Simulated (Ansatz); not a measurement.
MgIn$_{2}$O$_{4}$:
```
CELL_PARAMETERS angstrom
     -2.38544     2.38544     4.94815
      2.38544    -2.38544     4.94815
      2.38544     2.38544    -4.94815
ATOMIC_POSITIONS crystal
  In 0.50000 0.50000 0.00000
  In 0.25000 0.75000 0.50000
  Mg 0.00000 0.00000 0.00000
  O  0.32926 0.84556 0.95299
  O  0.89257 0.37627 0.04701
  O  0.15444 0.10743 0.48370
  O  0.62373 0.67074 0.51630
```

Relaxed with PBEsol. Special points in fractions of this cell's reciprocal vectors: Γ (0.000, 0.000, 0.000); X (0.000, 0.000, 0.500); P (0.250, 0.250, 0.250); N (0.000, 0.500, 0.000); M (0.500, 0.500, -0.500); S (0.308, 0.692, -0.308); S0 (-0.308, 0.308, 0.308); R (-0.116, 0.116, 0.500); G (0.500, 0.500, -0.116).

Question: List the band energies nearest the valence-band maximum at these points for the program Ansatz at the PBEsol with spin–orbit coupling level (PAW).

Answer: In eV from the valence-band maximum; about four levels below and three above (degenerate sets whole), none deeper than 8.9 eV; points with the same levels are listed once.

```
k                    below                above
-  -----------------------  -------------------
Γ  -0.07 -0.07 -0.06 -0.06  1.40 1.40 5.83 5.83
X    -0.21 -0.21 0.00 0.00  4.66 4.66 4.92 4.92
P    -0.22 -0.21 0.00 0.00       4.64 4.68 4.89
N  -0.38 -0.38 -0.22 -0.22  3.87 3.87 5.01 5.01
M  -0.26 -0.26 -0.26 -0.26  3.75 3.75 4.11 4.11
S  -0.34 -0.32 -0.22 -0.21       4.13 4.15 4.96
R  -0.23 -0.23 -0.05 -0.05       4.62 4.64 4.86
```

Space group I-4. A made-up cell: these elements were put on the sites of a structure type; neither database checked (COD, Materials Project) lists it. Its standing as an ambient phase is unchecked. The cell was relaxed with PBEsol under the symmetry of its start. At this level the phase is mechanically unstable.

Potentials: the earlier of the program's two PAW sets. The files were generated under PBE; for other functionals the program regenerates the frozen cores, and for LDA and PBEsol the local potential too.
